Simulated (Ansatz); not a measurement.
## Notes on FeCO$_{3}$

```
Fe C O
1.0
     2.23088    1.28800    4.43313
    -2.23088    1.28800    4.43313
     0.00000   -2.57600    4.43313
Fe C O
2 2 6
Direct
  0.00000 0.00000 0.00000
  0.50000 0.50000 0.50000
  0.25000 0.25000 0.25000
  0.75000 0.75000 0.75000
  0.52790 0.97210 0.25000
  0.25000 0.52790 0.97210
  0.97210 0.25000 0.52790
  0.47210 0.02790 0.75000
  0.75000 0.47210 0.02790
  0.02790 0.75000 0.47210
```

The numbers come from plane-wave PAW DFT (Ansatz): r2SCAN, no spin polarisation, 500 eV, 7×7×7 Γ-centred k points, fermi-dirac occupations (width 0.1 eV). Nothing was relaxed.

What is the band gap?

The gap is 1.74 eV, indirect (the least direct gap found is 1.84 eV). A semilocal functional usually gives too small a gap.

Which atom feels the largest force, and which way?

The largest is on O9 (and as large on other atoms): 3.21 eV/Å, components (1.61, -2.78, 0.00). It makes 180° with the line to a nearest neighbour, C4 at 1.24 Å, pointing away from it.

Is it stable against the elements?

-1.16 eV an atom against the elements' usual phases (free molecules for gases, crystals otherwise, with no correction for O₂ or N₂), so it is bound against them; other compounds may still compete. Relaxing would lower it.

What does the stress say?

The pressure is 26.3 GPa (compression positive), so with the atoms held at these fractions the cell would first expand; the forces are large, so a full relaxation may end otherwise. The principal stresses 13.8, 32.5, 32.5 GPa differ, so its shape would change too.

Give the Bader charges.

Bader charges in e: Fe +1.34, C +2.51, O -1.28. In the mean C gives up most and O takes most.

Origin: a database entry at a rescaled volume. Caveats: no spin polarisation, so a magnetic state may lie lower; forces this large suggest misplaced atoms in the database entry; atoms or cell far from equilibrium.
